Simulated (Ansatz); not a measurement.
Given:

GaCuSe2 (chalcopyrite)

```xyz
8
Lattice="-2.8039 2.8039 5.5482 2.8039 -2.8039 5.5482 2.8039 2.8039 -5.5482" Properties=species:S:1:pos:R:3 pbc="T T T"
Cu     0.0000     2.8039     2.7741
Cu     0.0000     0.0000     0.0000
Ga     2.8039     0.0000     2.7741
Ga     0.0000     0.0000     5.5482
Se     1.4020     1.3815    -1.3871
Se     1.4020     1.4224     4.1612
Se     1.4224    -1.4020     6.9353
Se     1.3815     4.2059     1.3871
```

Equation-of-state scan: isotropic scaling of the cell above, V₀ being its volume. The atoms relax within the cell's symmetry.

Calculation: r2SCAN (plane waves to 500 eV, PAW, scalar-relativistic; Ansatz, an electronic-structure program). k mesh 8×8×8 (Γ-centred), Fermi-Dirac smearing 0.05 eV. Energies are smeared free energies. Compression counts positive. With the shape held, the modulus is that of even scaling; a crystal free to change shape is softer. GaCuSe2 is run without spin polarisation. GaCuSe2 was relaxed with its symmetry unable to fall. The PAW data are Ansatz's earlier set. ΔE is measured from the relaxed starting cell.

The scan covers V/V₀ from 0.840 to 1.160 in 11 points.

What is ΔE at V/V₀ = 0.840?

169.9 meV/atom.

What is ΔE at V/V₀ = 1.160?

91.0 meV/atom.

What pressure does the cell carry at V/V₀ = 0.840?

18.4 GPa.

(A scan under strain: stresses follow from slopes of the energy per volume, elastic moduli from its curvatures.)
